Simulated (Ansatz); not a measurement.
**All-electron card of Cs**

```
Cs
1.0
    -3.02250    3.02250    3.02250
     3.02250   -3.02250    3.02250
     3.02250    3.02250   -3.02250
Cs
1
Direct
  0.00000 0.00000 0.00000
```

The structure is an experimental refinement, used without relaxation.

No spin–orbit coupling, which matters for the heavy atoms here.

The calculation used Ansatz 0.2.0, DFT, LDA, all-electron LAPW, scalar-relativistic.

Numerical set-up: a Γ-centred 9×9×9 k mesh, Fermi–Dirac smearing of 0.05 eV, basis error target 1 meV/atom, no spin polarisation.

```json
{
  "Band gap": "none: with an odd electron count and no spin polarisation the bands can't all be full, a metal in this set-up (spin order or a larger cell could open a gap)",
  "Volume per atom": "110.45 Å³"
}
```

Question: Give the computed value. Density of states at the Fermi level (0.2 eV bin).

Answer: 1.44 states/eV per cell.

Question: Give the computed value. Pressure at this cell.

Answer: -0.28 GPa.
